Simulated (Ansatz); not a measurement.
LiMg: energy along a strain

LiMg, R-3m, a = 3.092 Å, c = 15.243 Å (as given, not relaxed at this level: -1.4 GPa). The structure is a Materials Project entry; whether it is the stable form wasn't checked. Ansatz: LDA, PAW, 420 eV, Γ-centred 18×18×18 mesh on 2 atoms, Gaussian smearing 0.15 eV; no spin polarisation. Cell vectors (Å): 1.546 0.892 5.081; -1.546 0.892 5.081; 0.000 -1.785 5.081. The cell is strained by x per cent times the pattern (0 0 1 0 0 0) in the order xx yy zz yz xz xy (engineering shears), with fractional coordinates held. y is the free energy over the start, V0 = 21.028 Å³/atom. Points with a strain past 8.5 % were computed too (2) and aren't used here.

```tsv
x (%)	y (meV/atom)
-7.50	?
-5.00	-3.02
-2.50	-3.78
0.00	0.00
2.50	8.03
5.00	19.86
7.50	35.03
```

Task: Fit y = c1 x + c2 x² + c3 x³ to the other rows, get the stiffness along the pattern, and predict the missing energy.

Result: Least squares on the rows shown. y = 2.3965 x + 0.33670 x² − 0.0044487 x³. The clamped-ion stiffness p·C·p = 2 × 3.367 eV × 160.2 / 21.028 Å³ = 51 GPa, which is C33 in these axes (second derivative at the start, which stands under stress). At x = -7.50 the fit asked for gives 2.84 meV/atom. The run gave 2.65 meV/atom, so the fit is 0.19 meV/atom too high, 0.49 % of the span of the series, against an rms of 0.02 meV/atom on the fitted rows. The row lies outside the fitted range. With a term in x⁴ added, a fit to the same known rows predicts 2.52 meV/atom, a smaller miss on the other side.